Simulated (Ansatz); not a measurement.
BP (NiAs type, P6_3/mmc) under volume change, r²SCAN in the plane-wave PAW code Ansatz, shape and atoms relaxed at each volume.

```csv
V (Å³/atom),E − E(relaxed) (meV/atom),P (GPa)
9.395,47.3,17.65
9.705,20.0,10.85
10.015,4.7,5.05
10.325,0.0,0.00
10.634,4.2,-4.27
10.944,16.1,-7.93
11.254,34.6,-11.12
```

What does a third-order Birch–Murnaghan fit give for V₀, B₀ and B′?

V₀ = 10.33 Å³/atom, B₀ = 154 GPa, B′ = 4.1.

The cell is a constructed one: a structure type filled with these elements; neither database checked (COD, Materials Project) lists it. It is not the phase usual at ambient conditions (space group No. 216). The cell was relaxed with r²SCAN under the symmetry of its start; its stability against distortions is not shown here.

Potentials: the earlier of the program's two PAW sets. The files were generated under PBE; for other functionals the program regenerates the frozen cores, and for LDA and PBEsol the local potential too.
